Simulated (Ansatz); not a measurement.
The end point of a relaxation of BeS. Space group F-43m (No. 216), zinc blende type. Calculation: PBEsol (plane waves to 420 eV, PAW, scalar-relativistic; Ansatz, an electronic-structure program).

Space group F-43m (No. 216); a = b = c = 4.838 Å, α = β = γ = 90.00°

```json
[
 {"atom": "Be", "site": "4d", "symmetry": "-43m", "x": "0.7500", "y": "0.7500", "z": "0.7500"},
 {"atom": "S", "site": "4b", "symmetry": "-43m", "x": "0.5000", "y": "0.5000", "z": "0.5000"}
]
```
(The calculation used a cell of 2 atoms; values per cell refer to that cell.)

### Question
What is the computed band gap (PBEsol)?

### Answer
2.91 eV, indirect (valence top at Γ, conduction bottom at X) (no spin-orbit coupling).

### Question
What is the computed smallest direct gap (PBEsol)?

### Answer
5.54 eV at 89 % of the way from K to Γ.

No spin polarisation in the result.

The run could not lose the symmetry of its start; a randomly shaken copy of 4 atoms returns to this structure.
